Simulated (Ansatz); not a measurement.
Relaxation of a relaxed Cu cell, doubled along one cell vector, shaken by Gaussian noise of σ = 0.08 Å a coordinate; 4 atoms in the cell, which starts as P1 (No. 1), aP4; a = 2.399 Å, b = 3.436 Å, c = 6.441 Å, α = β = 90.00°, γ = 110.43°. All values below come from PBEsol (plane waves to 420 eV, PAW, scalar-relativistic; Ansatz, an electronic-structure program). Γ-centred k-mesh 15×15×5 on the run's cell (coarser than for final values), Fermi–Dirac smearing 0.05 eV. This is the first round of the run. 

The optimiser's lines from the output (shortened; P is positive under compression):

```
relax step   1: F+E_penalty+E_count = -26353.51893382 eV  Δ(F+E_penalty+E_count) = +0.000e0 eV  max|allowed force component| = 8.205e-1 eV/Å  Δτ_max = 0.0000 Å  P = +1.339 GPa  Ω = 49.765 Å³  (8 SCF iters, dr2 threshold 1.00e-7 eV, accepted)
relax step   2: F+E_penalty+E_count = -26353.60421759 eV  Δ(F+E_penalty+E_count) = -8.528e-2 eV  max|allowed force component| = 4.834e-1 eV/Å  Δτ_max = 0.0315 Å  P = +0.767 GPa  Ω = 49.649 Å³  (7 SCF iters, dr2 threshold 4.00e-7 eV, accepted)
relax step   3: F+E_penalty+E_count = -26353.78616424 eV  Δ(F+E_penalty+E_count) = -1.819e-1 eV  max|allowed force component| = 3.035e-1 eV/Å  Δτ_max = 0.1619 Å  P = +0.888 GPa  Ω = 49.019 Å³  (9 SCF iters, dr2 threshold 4.00e-7 eV, accepted)
relax step   4: F+E_penalty+E_count = -26353.95634254 eV  Δ(F+E_penalty+E_count) = -1.702e-1 eV  max|allowed force component| = 2.698e-1 eV/Å  Δτ_max = 0.1415 Å  P = +0.812 GPa  Ω = 48.481 Å³  (9 SCF iters, dr2 threshold 4.00e-7 eV, accepted)
relax step   5: F+E_penalty+E_count = -26354.12204932 eV  Δ(F+E_penalty+E_count) = -1.657e-1 eV  max|allowed force component| = 4.376e-1 eV/Å  Δτ_max = 0.1025 Å  P = +0.760 GPa  Ω = 47.856 Å³  (8 SCF iters, dr2 threshold 4.00e-7 eV, accepted)
relax step   6: F+E_penalty+E_count = -26354.35548977 eV  Δ(F+E_penalty+E_count) = -2.334e-1 eV  max|allowed force component| = 6.028e-1 eV/Å  Δτ_max = 0.1002 Å  P = +0.455 GPa  Ω = 46.994 Å³  (9 SCF iters, dr2 threshold 4.00e-7 eV, accepted)
relax step   7: F+E_penalty+E_count = -26354.61950545 eV  Δ(F+E_penalty+E_count) = -2.640e-1 eV  max|allowed force component| = 5.299e-1 eV/Å  Δτ_max = 0.1270 Å  P = +0.482 GPa  Ω = 45.950 Å³  (9 SCF iters, dr2 threshold 4.00e-7 eV, accepted)
relax step   8: F+E_penalty+E_count = -26354.93644040 eV  Δ(F+E_penalty+E_count) = -3.169e-1 eV  max|allowed force component| = 3.029e-1 eV/Å  Δτ_max = 0.2000 Å  P = +2.990 GPa  Ω = 44.347 Å³  (10 SCF iters, dr2 threshold 4.00e-7 eV, accepted)
relax step   9: F+E_penalty+E_count = -26354.91373756 eV  Δ(F+E_penalty+E_count) = +2.270e-2 eV  max|allowed force component| = 8.072e-1 eV/Å  Δτ_max = 0.1949 Å  P = +7.313 GPa  Ω = 43.349 Å³  (9 SCF iters, dr2 threshold 4.00e-7 eV, rejected (line search))
relax step  10: F+E_penalty+E_count = -26355.02496946 eV  Δ(F+E_penalty+E_count) = -8.853e-2 eV  max|allowed force component| = 1.375e-1 eV/Å  Δτ_max = 0.0717 Å  P = +0.630 GPa  Ω = 44.663 Å³  (14 SCF iters, accepted)
relax step  11: F+E_penalty+E_count = -26355.00309983 eV  Δ(F+E_penalty+E_count) = +2.187e-2 eV  max|allowed force component| = 2.549e-1 eV/Å  Δτ_max = 0.0708 Å  P = +2.301 GPa  Ω = 44.081 Å³  (8 SCF iters, dr2 threshold 4.00e-7 eV, rejected (line search))
relax step  12: F+E_penalty+E_count = -26355.04036910 eV  Δ(F+E_penalty+E_count) = -1.540e-2 eV  max|allowed force component| = 3.980e-2 eV/Å  Δτ_max = 0.0326 Å  P = -0.023 GPa  Ω = 44.753 Å³  (13 SCF iters, accepted)
relax step  13: F+E_penalty+E_count = -26355.04159190 eV  Δ(F+E_penalty+E_count) = -1.223e-3 eV  max|allowed force component| = 6.760e-4 eV/Å  Δτ_max = 0.0124 Å  P = +0.079 GPa  Ω = 44.721 Å³  (6 SCF iters, dr2 threshold 4.00e-7 eV, accepted)
relax step  14: F+E_penalty+E_count = -26355.04158230 eV  Δ(F+E_penalty+E_count) = +9.601e-6 eV  max|allowed force component| = 7.212e-5 eV/Å  Δτ_max = 0.0003 Å  P = -0.026 GPa  Ω = 44.743 Å³  (6 SCF iters, dr2 threshold 4.01e-8 eV, accepted)
relax step  15: F+E_penalty+E_count = -26355.04158705 eV  Δ(F+E_penalty+E_count) = -4.751e-6 eV  max|allowed force component| = 1.168e-5 eV/Å  Δτ_max = 0.0000 Å  P = +0.003 GPa  Ω = 44.737 Å³  (6 SCF iters, dr2 threshold 3.95e-9 eV, accepted)
relax step  16: F+E_penalty+E_count = -26355.08455799 eV  Δ(F+E_penalty+E_count) = -4.297e-2 eV  max|allowed force component| = 1.159e-5 eV/Å  Δτ_max = 0.0000 Å  P = +2.022 GPa  Ω = 44.737 Å³  stress off target by 3.91e0 GPa  SCF on the basis re-selected at this cell (its energy is not comparable with the rows above)  (9 SCF iters)
relax step  17: F+E_penalty+E_count = -26355.09629145 eV  Δ(F+E_penalty+E_count) = -1.173e-2 eV  max|allowed force component| = 1.093e-4 eV/Å  Δτ_max = 0.0000 Å  P = +0.140 GPa  Ω = 45.208 Å³  (6 SCF iters, dr2 threshold 4.00e-7 eV, accepted)
relax step  18: F+E_penalty+E_count = -26355.09725404 eV  Δ(F+E_penalty+E_count) = -9.626e-4 eV  max|allowed force component| = 3.211e-5 eV/Å  Δτ_max = 0.0000 Å  P = +0.003 GPa  Ω = 45.242 Å³  (6 SCF iters, dr2 threshold 4.00e-7 eV, accepted)
relax step  19: F+E_penalty+E_count = -26355.09729170 eV  Δ(F+E_penalty+E_count) = -3.766e-5 eV  max|allowed force component| = 9.488e-6 eV/Å  Δτ_max = 0.0000 Å  P = +0.001 GPa  Ω = 45.242 Å³  (6 SCF iters, dr2 threshold 2.37e-8 eV, accepted)
relax step  20: F+E_penalty+E_count = -26355.09761909 eV  Δ(F+E_penalty+E_count) = -3.274e-4 eV  max|allowed force component| = 9.450e-6 eV/Å  Δτ_max = 0.0000 Å  P = -0.005 GPa  Ω = 45.242 Å³  stress off target by 1.23e-2 GPa  SCF on the basis re-selected at this cell (its energy is not comparable with the rows above)  (7 SCF iters)
```

From the first to the last row the energy changes by -0.39 eV/atom and the volume by -9.1 %. The last row is marked as not comparable with the walk above it, whose basis was carried along; it does compare with step 1, since both stand on a basis selected at the nominal cutoff for their own cell.

Energy and pressure jump between steps 15 and 16 at one geometry, where the plane-wave basis was selected anew. While the cell walks, the set of plane waves is carried along, so its effective cutoff drifts with the strain; re-selecting it at 420 eV moved the energy by -0.011 eV/atom and the pressure by 2.0 GPa. Only step 1 and rows on a re-selected basis compare with each other.

Steps 9, 11 were rejected by the optimiser.

Later rounds, restarted from the end of this one on a renewed k-mesh, logged 10 more steps and released under 0.01 eV/atom more. The final structure after all rounds: Fm-3m (No. 225), cF4, fcc (Cu type); a = b = c = 3.5636 Å, α = β = γ = 90.00°. Between re-selections the logged energies stand on a plane-wave basis carried along with the cell. No spin polarisation in the result.

Of the parent cell (I4₁/amd (No. 141)): it is a generated cell of Cu: the first start was made by placing the elements on the sites of a structure type, and the end was not matched to a known phase here, so it may be hypothetical. Known forms of Cu include space group No. 225.
